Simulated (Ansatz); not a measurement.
Structure: Ga4SbAs3, ordered on the wurtzite lattice (Pm) with 8 atoms a cell, at its r2SCAN minimum. It is monoclinic, Pm (No. 6); conventional cell a = 6.723 Å, b = 4.080 Å, c = 7.061 Å, β = 90.0°, 24.21 Å³ an atom. As is surrounded by 4 Ga at 2.48–2.49 Å; As is surrounded by 4 Ga at 2.45–2.49 Å; As is surrounded by 4 Ga at 2.43–2.49 Å; Sb is surrounded by 4 Ga at 2.58–2.63 Å; Ga is surrounded by 3 As at 2.47–2.48 Å and 1 Sb at 2.61 Å; Ga is surrounded by 2 As at 2.43–2.45 Å and 2 Sb at 2.58 Å; Ga is surrounded by 4 As at 2.49 Å; Ga is surrounded by 3 As at 2.48–2.49 Å and 1 Sb at 2.63 Å.

3 runs of Ansatz 0.2.0 on this cell differ in the functional (and in the settings that go with it). Levels are in eV from each run's valence top; v1 is the last filled band, c1 the first empty one.

Run A, mean stress +0.3 GPa (compression positive):
```tsv
point	v4	v3	v2	v1	c1	c2
Γ	-1.42	-0.45	-0.17	0.00	0.53	1.19
Z	-2.76	-2.70	-2.68	-2.37	2.89	2.93
D	-2.86	-2.68	-1.63	-1.37	1.45	1.57
B	-1.53	-1.29	-1.17	-0.50	1.84	1.95
A	-2.19	-2.13	-2.09	-1.09	2.12	2.19
E	-2.65	-2.39	-2.13	-2.03	1.42	1.44
```

Run B, mean stress 0.0 GPa (compression positive):
```tsv
point	v4	v3	v2	v1	c1	c2
Γ	-1.36	-0.45	-0.18	0.00	0.15	0.82
Z	-2.64	-2.59	-2.58	-2.29	2.54	2.58
D	-2.76	-2.59	-1.57	-1.33	1.11	1.23
B	-1.50	-1.24	-1.16	-0.47	1.45	1.56
A	-2.10	-2.04	-2.01	-1.04	1.71	1.78
E	-2.55	-2.30	-2.08	-1.97	1.06	1.08
```

Run C, mean stress +2.5 GPa (compression positive):
```tsv
point	v4	v3	v2	v1	c1	c2
Γ	-1.27	-0.41	-0.22	-0.14	0.01	0.48
Z	-2.53	-2.48	-2.47	-2.20	2.33	2.36
D	-2.65	-2.50	-1.48	-1.26	0.89	1.01
B	-1.42	-1.16	-1.12	-0.45	1.22	1.31
A	-1.99	-1.93	-1.89	-1.01	1.45	1.53
E	-2.42	-2.20	-2.00	-1.88	0.82	0.84
```

Q: Match the runs to PBE, r2SCAN, HSE06.

A: A is HSE06, B is r2SCAN, C is PBE. In order of the gap: PBE 0, r2SCAN 0.15, HSE06 0.53 eV. The stress vanishes for r2SCAN, which relaxed the cell.

The cell comes from a prototype generator: it can be a known phase or a hypothetical one. Spin polarisation is off.

No spin-orbit coupling is included; it can move band edges with weight on the heavy atoms by tenths of an eV.

The program warns that its thresholds are loose for a hybrid's stress.

The meshes of the hybrids are coarse, so their gaps aren't converged to the digits shown.
